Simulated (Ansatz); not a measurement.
**Nuclear-site quantities of LiGa as the cell is scaled**

```xyz
4
Lattice="0.0000 3.0845 3.0845 3.0845 0.0000 3.0845 3.0845 3.0845 0.0000" Properties=species:S:1:pos:R:3 pbc="T T T"
Li    0.0000    0.0000    0.0000
Li    1.5422    1.5422    1.5422
Ga    3.0845    3.0845    3.0845
Ga    4.6267    4.6267    4.6267
```

Atoms are numbered in the order listed.

The cell is COD entry 1540165, as deposited and not checked against the literature; nothing was relaxed.

Method: DFT, PBEsol, all-electron PAW with datasets made for the crystal, scalar-relativistic (Ansatz 0.2.0).

Settings: a Γ-centred 12×12×12 k mesh, Fermi–Dirac smearing of 0.05 eV, cutoff 240 eV (chosen by the program for this cell), no spin polarisation.

The contact density is the mean electron density over the nuclear volume; its changes follow the s electrons' response to bonding and compression. Changes below are taken from the unscaled cell, where it is 93.0311 e/Å³ at Li1, 187123 e/Å³ at Ga3.

Volumes at which the program chose other datasets or cutoffs are left out.

| V/V(cell) | P (GPa) | Δρ(0) Li1 (e/Å³) | Δρ(0) Ga3 (e/Å³) |
| --- | --- | --- | --- |
| 0.9900 | 0.2 | 0.00 | ? |
| 1.0000 | -0.3 | 0.00 | 0.00 |
| 1.0100 | -0.7 | 0.00 | 0.34 |
| 1.0200 | -1.2 | -0.01 | ? |
| 1.0400 | -1.9 | -0.01 | 1.32 |
| 1.0600 | -2.6 | -0.02 | ? |

Q: Fill in "Δρ(0) Ga3 (e/Å³)" for the row "0.9900".

A: -0.34.

Q: Give the missing entry: row "1.0200", column "Δρ(0) Ga3 (e/Å³)".

A: 0.67.

Q: What belongs in the row "1.0600", column "Δρ(0) Ga3 (e/Å³)"?

A: 1.95.

The datasets are made afresh for each cell, so very small changes are uncertain.
